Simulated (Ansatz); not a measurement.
Consider the following.

KTaO3 (cubic perovskite, space group No. 221), a = 3.9520 Å, b = 3.9520 Å, c = 3.9520 Å, α = 90.00°, β = 90.00°, γ = 90.00°.

This is the LDA-relaxed structure.

Question: All from the program Ansatz at the LDA level (PAW), unless another level is named. Estimate the static dielectric constant ε0 (ions relaxed, cell fixed).

Answer: 202.

Question: Predict the Born charges (a third of the trace).

Answer: K +1.15, Ta +8.73, O -3.29 e.

Question: Predict the electronic dielectric constant ε∞ (DFPT).

Answer: 5.45.

Space group Pm-3m (cubic perovskite). Symmetry was held in the LDA relaxation. No spin polarisation was allowed. Scalar-relativistic: spin–orbit coupling is off unless named, which matters more the heavier the elements.

Potentials: the later of the program's two PAW sets.
